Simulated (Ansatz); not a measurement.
# Is this AlGa5As6 structure stable?

The structure comes from a generated guess, relaxed at this level; another structure or a mixture of phases may lie lower.

These are results of DFT PBE, scalar-relativistic, plane waves, PAW (Ansatz 0.2.0), not measurements. Plane waves to 420 eV, a 6×6×6 mesh through Γ for the 12-atom cell and 0.02 eV Gaussian smearing; no spin polarisation.

```cif
data_structure
_symmetry_space_group_name_H-M 'P31m'
_symmetry_Int_Tables_number 157
_cell_length_a 7.0108
_cell_length_b 7.0108
_cell_length_c 6.6713
_cell_angle_alpha 90.000
_cell_angle_beta 90.000
_cell_angle_gamma 120.000
_cell_volume 283.97
loop_
_atom_site_label
_atom_site_type_symbol
_atom_site_symmetry_multiplicity
_atom_site_Wyckoff_symbol
_atom_site_fract_x
_atom_site_fract_y
_atom_site_fract_z
_atom_site_occupancy
Al1 Al 1 a 0.00000 0.00000 0.00056 1
Ga1 Ga 2 b 0.66667 0.33333 0.00080 1
Ga2 Ga 3 c 0.33323 0.00000 0.50127 1
As1 As 1 a 0.00000 0.00000 0.37373 1
As2 As 2 b 0.66667 0.33333 0.37517 1
As3 As 3 c 0.33267 0.00000 0.87532 1
```

Energies over the elements count from the elements' standard structures at the same level, with no fitted energy shifts.

Question: These tests were run: energy against the elements; elastic tensor. What do they show?

Answer:

```json
{"test": "energy against the elements", "result": "−0.362 eV/atom"}
{"test": "elastic tensor", "result": "least eigenvalue 33 GPa"}
```

It fails none of these tests. Whether a mixture of other phases lies lower isn't tested here. Phonons away from Γ weren't computed.

The reference form of As is held partly by dispersion forces, which this level lacks. The run for the elastic tensor used a 6×6×6 k mesh.
